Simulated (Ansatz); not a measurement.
Clean, relaxed (100) surface of AlNi, space group Pm-3m (No. 221) (top face towards +c; atoms held fixed, by place in the list: 1, 2, 3):

```yaml
crystal:
  lattice:
    - [2.86217, 0.00000, 0.00000]
    - [0.00000, 2.86217, 0.00000]
    - [0.00000, 0.00000, 24.15541]
  atoms:
    - { symbol: Ni, position: [0.50000, 0.50000, 0.35189] }
    - { symbol: Al, position: [0.00000, 0.00000, 0.41113] }
    - { symbol: Ni, position: [0.50000, 0.50000, 0.47038] }
    - { symbol: Al, position: [0.00000, 0.00000, 0.52975] }
    - { symbol: Ni, position: [0.50000, 0.50000, 0.59132] }
    - { symbol: Al, position: [0.00000, 0.00000, 0.64694] }
```

These are results of Ansatz, DFT PBEsol, scalar-relativistic, plane waves, PAW, not measurements. Cutoff 420 eV; k points 10×10×1 on the computed 6-atom cell (Γ-centred); Gaussian smearing, width 0.10 eV; no spin polarisation. The cell repeats along c with a dipole correction in the vacuum.

B (atom) is put at the bridge (Al-Al) at (0.00, 0.50) site, one adsorbate per 8.2 Å², and relaxed. The adsorption energy is E(slab + adsorbate) − E(slab) − E(free adsorbate, spin-polarised where open-shell). Heights count from the highest slab atom after relaxation. Bonded neighbours lie within 1.25 times the sum of covalent radii (1.35 for H) and, on that scale, within 12 % of the closest. With the adsorbate the cell is lengthened along c to keep the vacuum.

Question: How strongly does it bind, and where does its anchoring atom end?

Answer: -3.71 eV; at (0.00, 0.50), 2 bonded neighbours (Al).

Question: How high does its anchoring atom sit over the highest slab atom, and what is the shortest contact with the surface?

Answer: 1.69 Å; B–Al 2.22 Å.

Question: The clean face has a work function of 4.08 eV. How does the adsorbate change it?

Answer: By +1.65 eV.

Each end is the local minimum or symmetric point that its start leads to. The slab is only 7.2 Å thick, so the energies aren't converged with thickness.

Spin polarisation was left out, and a magnetic state may lie lower.